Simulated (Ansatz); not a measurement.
A trial cell of Ba2SiGe went into the relaxation workflow.

The guess for Ba2SiGe was made by a generator: Janus sheet modelled on a layer of PrSn, with Ba on the Pr sites and Ge on the Sn sites (top face changed Ge to Si).

This is a two-dimensional sheet: the third axis spans vacuum and isn't periodic.

```cif
data_structure
_symmetry_space_group_name_H-M 'P 1'
_symmetry_Int_Tables_number 1
_cell_length_a 4.3596
_cell_length_b 4.3596
_cell_length_c 18.0000
_cell_angle_alpha 90.000
_cell_angle_beta 90.000
_cell_angle_gamma 90.000
_cell_volume 342.11
loop_
_atom_site_label
_atom_site_type_symbol
_atom_site_fract_x
_atom_site_fract_y
_atom_site_fract_z
_atom_site_occupancy
Ba1 Ba 0.00000 0.50000 0.42750 1
Ba2 Ba 0.50000 0.00000 0.57850 1
Si1 Si 0.00000 0.50000 0.60156 1
Ge1 Ge 0.50000 0.00000 0.39844 1
```

All numbers below come from DFT PBE, scalar-relativistic, plane waves, PAW (Ansatz 0.2.0).

Input of the final relaxation:

```yaml
crystal:
  lattice:
    - [4.505307539, 0.0, 0.0]
    - [0.0, 4.505307539, 0.0]
    - [0.0, 0.0, 31.11243952]
  atoms:
    - { symbol: Ba, position: [0.0, 0.5, 0.2265557897] }
    - { symbol: Ba, position: [0.5, 0.0, 0.3536261996] }
    - { symbol: Si, position: [0.0, 0.5, 0.3301577263] }
    - { symbol: Ge, position: [0.5, 0.0, 0.2502250154] }
  periodic: [true, true, false]
basis:
  ecutwfc: 420
kpoints:
  mp_grid: { grid: [10, 10, 1] }
hamiltonian:
  xc: pbe
scf:
  occupations: { method: gaussian, width: 0.1 }
output:
  forces: true
  stress: true
  eigenvalues: true
  write_density: true
  write_potential: true
  elf: true
  volumetric_format: npy
relax:
  adjacent_minimum: "off"
  f_tol: 0.01
  max_steps: 80
  cell: { stress_2d_tol: 0.02 }
```

```bash
ansatz run input.yaml --threads 1 --pin off --max-ram 2048MiB --backend cpu --events-out ev --progress --plain --runs-dir out
```

Last lines of the log:

```
--- Band table (eV; the first three rows and the last of 21) ---
  k-point 0: bands = ["-31.0729", "-31.0226", "-26.6899", "-26.6895", "-26.6367", "-26.6367", "-26.6235", "-16.5180", "-16.3584", "-16.1484", "-16.1484", "-16.0887", "-16.0887", "-10.8627", "-8.2785", "-4.2520", "-3.7928", "-3.3438", "-3.3438", "-2.4850", "-2.0468", "-1.7302", "-1.5981"]
  k-point 1: bands = ["-31.0707", "-31.0205", "-26.6899", "-26.6894", "-26.6367", "-26.6367", "-26.6234", "-16.5094", "-16.3560", "-16.1877", "-16.1447", "-16.1276", "-16.0851", "-10.8038", "-8.2899", "-4.1724", "-4.1359", "-3.2960", "-3.0587", "-2.4718", "-1.8231", "-1.6961", "-1.5587"]
  k-point 2: bands = ["-31.0651", "-31.0149", "-26.6901", "-26.6890", "-26.6368", "-26.6366", "-26.6233", "-16.4875", "-16.3517", "-16.2862", "-16.2261", "-16.1349", "-16.0757", "-10.6358", "-8.3653", "-4.5627", "-3.8693", "-3.1565", "-2.6853", "-2.4952", "-1.7580", "-1.5889", "-1.3157"]
  k-point 20: bands = ["-31.0284", "-30.9782", "-26.6909", "-26.6863", "-26.6374", "-26.6374", "-26.6222", "-16.4628", "-16.4628", "-16.4012", "-16.4012", "-16.3254", "-16.3180", "-9.6856", "-8.7138", "-5.3269", "-5.3269", "-3.5973", "-3.5666", "-1.6031", "-1.6031", "-0.2042", "-0.2042"]
  the weakly bound empty levels are not read free of the cell's end (walk_step)
End of that report.
Error: this geometry's ions and any external_charges that add to its thickness leave 10.47 Å inside the cut of a slab, less than keeps its energies, forces and levels apart from the length of the vector that does not repeat. The run stands on 31.1 Å: of a walk, start a new run from the last geometry
```

Problem. Why is there no result?

Solution. The program stopped on purpose. The sheet grew thicker as it relaxed, so half the box height, where the images are cut off, exceeded its thickness by only 10.47 Å, too little to keep the results free of the box's height. A new run from the last geometry lets the program choose a taller box. It had made 5 ionic steps, with the energy down by 0.078 eV/atom and the largest force component at 0.258 eV/Å. No property of the compound can be read from it.

It took 120 s on 1 thread of Intel(R) Xeon(R) 6975P-C (Granite Rapids) (shared host), peak memory 0.82 GiB.
